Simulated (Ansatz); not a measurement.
Input and command of a plane-wave DFT calculation in Ansatz:

```yaml
crystal:
  lattice:
    - [3.3756121144, 0.0, 0.0]
    - [0.0, 3.3756121144, 0.0]
    - [0.0, 0.0, 5.8238040877]
  atoms:
    - { symbol: Si, position: [0.5, 0.0, 0.2305] }
    - { symbol: Si, position: [0.0, 0.5, 0.7695] }
    - { symbol: Pd, position: [0.5, 0.0, 0.648] }
    - { symbol: Pd, position: [0.0, 0.5, 0.352] }
    - { symbol: C, position: [0.0, 0.0, 0.0] }
    - { symbol: C, position: [0.5, 0.5, 0.0] }
basis:
  ecutwfc: 420
kpoints:
  mp_grid: { grid: [6, 6, 4] }
hamiltonian:
  xc: pbe
scf:
  occupations: { method: gaussian, width: 0.1 }
  lower_state_search: "off"
output:
  forces: true
  stress: true
  eigenvalues: true
```

```bash
ansatz run input.yaml --threads 1 --pin off --max-ram 2560MiB --backend cpu --events-out ev --progress --plain --runs-dir out
```

Processor: Arm Neoverse N1, 1 thread, on a host shared with other jobs.

Q: How long does it run, and how much memory does it take?

A: About 5.9 s on 1 thread of Arm Neoverse N1 (shared host), peak memory 0.34 GiB. It solves 32 bands at 30 k points (the mesh reduced by symmetry) with about 1291 plane waves, in 7 SCF iterations.
